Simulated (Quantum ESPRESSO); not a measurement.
## Band energies of TiRu

```xyz
2
Lattice="3.0696 0.0000 0.0000 0.0000 3.0696 0.0000 0.0000 0.0000 3.0696" Properties=species:S:1:pos:R:3 pbc="T T T"
Ti     0.0000     0.0000     0.0000
Ru     1.5348     1.5348     1.5348
```

norm-conserving LDA (Quantum ESPRESSO, 88 Ry, no spin-orbit coupling); path ΓXMΓRX,MR; energies in eV from the Fermi level.

```
k (1/Å)  point  band 10  band 11  band 12  band 13  band 14  band 15  band 16  band 17
-------  -----  -------  -------  -------  -------  -------  -------  -------  -------
0.00         Γ    -4.96    -4.96    -1.50    -1.50    -1.50     1.47     1.47     3.23
0.34              -4.69    -4.56    -1.58    -1.58    -1.32     0.97     1.65     2.38
0.68              -3.98    -3.66    -1.70    -1.70    -0.86    -0.17     1.14     1.14
1.02         X    -3.41    -3.15    -1.73    -1.73    -0.95    -0.54     0.62     0.62
1.36              -3.75    -3.07    -2.16    -1.65    -1.49     0.13     0.64     1.85
1.71              -4.61    -2.82    -2.71    -1.38    -0.03     0.75     1.36     2.26
2.05         M    -4.80    -3.09    -3.09     0.45     0.89     1.31     1.31     1.83
2.36              -4.59    -2.94    -2.70    -1.06    -0.25     1.06     1.54     1.71
2.67              -4.09    -2.78    -2.52    -1.78    -1.70     0.72     1.16     1.63
2.98              -4.36    -4.08    -2.00    -1.80    -1.01     1.05     1.46     1.51
3.29              -4.85    -4.82    -1.59    -1.54    -1.38     1.36     1.48     2.76
3.49         Γ    -4.96    -4.96    -1.50    -1.50    -1.50     1.47     1.47     3.23
3.59              -4.93    -4.93    -1.52    -1.52    -1.47     1.46     1.46     3.08
3.89              -4.51    -4.51    -1.78    -1.78    -1.10     1.34     1.34     1.60
4.18              -3.71    -3.71    -2.31    -2.31    -1.74     1.37     1.37     1.54
4.48              -2.99    -2.99    -2.82    -2.68    -2.68     1.43     1.43     2.07
4.77              -3.28    -3.28    -2.11    -2.00    -2.00     1.04     1.04     2.45
5.07              -3.41    -3.41    -1.55    -1.55    -1.52     0.63     0.63     2.79
5.27         R    -3.43    -3.43    -1.46    -1.46    -1.46     0.53     0.53     2.86
5.36              -3.43    -3.43    -1.51    -1.50    -1.42     0.54     0.57     2.83
5.65              -3.37    -3.35    -2.08    -2.01    -1.06     0.70     0.91     2.47
5.94              -3.31    -3.17    -2.72    -2.54    -0.91     0.96     1.06     1.70
6.23              -3.79    -3.16    -2.75    -2.08    -1.16     0.63     0.91     1.21
6.52              -3.38    -3.32    -2.08    -1.58    -1.06    -0.50     0.68     1.06
6.71         X    -3.41    -3.15    -1.73    -1.73    -0.95    -0.54     0.62     0.62
6.71         M    -4.80    -3.09    -3.09     0.45     0.89     1.31     1.31     1.83
7.02              -4.30    -3.17    -3.17     0.36     0.36     0.46     0.92     2.00
7.33              -3.34    -3.34    -2.97    -0.80    -0.80     0.50     0.88     2.43
7.74         R    -3.43    -3.43    -1.46    -1.46    -1.46     0.53     0.53     2.86
```

A metal at this level: along this path bands 13, 14, 15 cross the Fermi level.

Spin-orbit splittings are left out.

Geometry of the Materials Project entry, not relaxed at this level.
